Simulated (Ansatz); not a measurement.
Calculated ¹⁴N nuclear quadrupole resonance for Ba4TiN4

Cell: a Materials Project structure (computed, not necessarily an observed phase), atoms as given.

```cif
data_Ba4TiN4
_symmetry_space_group_name_H-M 'P-1'
_symmetry_Int_Tables_number 2
_cell_length_a 6.8161
_cell_length_b 6.9107
_cell_length_c 9.6890
_cell_angle_alpha 72.379
_cell_angle_beta 80.352
_cell_angle_gamma 66.141
loop_
_atom_site_label
_atom_site_type_symbol
_atom_site_symmetry_multiplicity
_atom_site_Wyckoff_symbol
_atom_site_fract_x
_atom_site_fract_y
_atom_site_fract_z
Ba1 Ba 2 i 0.7788 0.5756 0.1528
Ba3 Ba 2 i 0.7382 0.2256 0.9642
Ba5 Ba 2 i 0.7156 0.5032 0.5629
Ba7 Ba 2 i 0.2168 0.9683 0.6196
Ti Ti 2 i 0.7348 0.8399 0.7552
N11 N 2 i 0.9562 0.6914 0.6224
N13 N 2 i 0.9086 0.8136 0.9108
N15 N 2 i 0.5484 0.6706 0.8170
N17 N 2 i 0.4307 0.8600 0.3596
```

One atom of each set is listed.

Computed with Ansatz: DFT, r2SCAN, plane waves and PAW, scalar-relativistic, 500 eV cutoff, Γ-centred 5×5×3 k-points, Fermi–Dirac smearing 0.02 eV.

¹⁴N: I = 1, Q = 20.44 mb (year-2017 value). Static lattice, zero field.

(1) At which frequencies do the ¹⁴N NQR lines lie?

Answers

(1) For I = 1 the lines are ν± = (3/4)|C_Q|(1 ± η/3) and ν₀ = |C_Q|η/2.

| site | atoms | V_zz (10²¹ V/m²) | C_Q (MHz) | η | line frequencies (MHz) |
| --- | --- | --- | --- | --- | --- |
| N11 | 2 | 1.69 | 0.836 | 0.84 | 0.350, 0.452, 0.802 |
| N13 | 2 | -1.84 | -0.907 | 0.97 | 0.440, 0.460, 0.901 |
| N15 | 2 | -1.60 | -0.790 | 0.71 | 0.279, 0.453, 0.732 |
| N17 | 2 | -2.81 | -1.39 | 0.20 | 0.139, 0.972, 1.11 |

At N17 V_zz points along its bond to Ti (within 8°).
